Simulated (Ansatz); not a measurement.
FeNi$_{3}$ (Cu3Au type)

```xyz
4
Lattice="3.5443 0.0000 0.0000 0.0000 3.5443 0.0000 0.0000 0.0000 3.5443" Properties=species:S:1:pos:R:3 pbc="T T T"
Ni     0.0000     1.7721     1.7721
Ni     1.7721     1.7721     0.0000
Ni     1.7721     0.0000     1.7721
Fe     0.0000     0.0000     0.0000
```

This relaxed cell (volume V₀) is scaled evenly in all directions, its shape held. Symmetry pins the atoms to their sites.

All values below come from PBE (plane waves to 420 eV, PAW, scalar-relativistic; Ansatz, a first-principles code). k mesh 13×13×13 (Γ-centred), Fermi-Dirac smearing 0.05 eV. Energies are smeared free energies. FeNi3 was relaxed with its symmetry unable to fall. Relaxed FeNi3 ends ferromagnetic. Other magnetic orders were not checked, so this need not be the ground state. ΔE is measured from the relaxed starting cell. The last digit holds for this mesh only.

```csv
V (Å³/atom),ΔE (meV/atom)
10.018,83.4
10.296,44.5
10.574,18.8
10.852,4.5
11.131,0.0
11.409,4.1
11.687,15.5
11.965,33.2
12.244,56.4
```

Question: What is the fitted pressure derivative B₀′?

Answer: 4.9.

Question: What bulk modulus B₀ follows from a third-order Birch-Murnaghan fit?

Answer: 195 GPa. Check by three points about V = 11.131 Å³/atom, step 0.557: d²E/dV² ≈ (19 − 2·0 + 15) meV / 0.557² = 0.110 eV/Å⁶, and V·d²E/dV² × 160.2 = 196 GPa.

(A scan under strain: stresses follow from slopes of the energy per volume, elastic moduli from its curvatures.)
